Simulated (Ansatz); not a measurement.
The start is a relaxed BP cell, doubled along one cell vector, shaken by Gaussian noise of σ = 0.08 Å a coordinate. A full variable-cell relaxation at zero pressure is run with PBE (plane waves to 420 eV, PAW, scalar-relativistic; Ansatz, an electronic-structure program). The first steps use a coarse 5×9×9 k-mesh.

Starting cell:
```
BP
1.0
    0.00000     4.54827     4.54827
    2.27413     0.00000     2.27413
    2.27413     2.27413     0.00000
P B
2 2
Direct
  0.98564   0.96621   0.02873
  0.50203   0.95674   0.99340
  0.37414   0.73929   0.71941
  0.87284   0.74158   0.76035
```

Task: How much energy is released per atom?

Result: 61 meV/atom.

Task: Does it find its way back to the structure it was made from?

Result: The parent structure is recovered, F-43m (No. 216).

Task: What band gap does the relaxed structure have at this level?

Result: 1.25 eV, indirect (valence top at Γ, conduction bottom at 83 % of the way from Γ to X) (no spin-orbit coupling).

The end point of the relaxation:

Space group F-43m (No. 216); a = 4.5482 Å, b = 4.5482 Å, c = 4.5482 Å, α = 90.00°, β = 90.00°, γ = 90.00°

```csv
atom,site,symmetry,x,y,z
P,4d,-43m,0.7500,0.7500,0.7500
B,4a,-43m,0.0000,0.0000,0.0000
```
(The calculation used a cell of 2 atoms; values per cell refer to that cell.)

Final values are on a 12×12×12 k-mesh of the relaxed cell. No spin polarisation in the result.
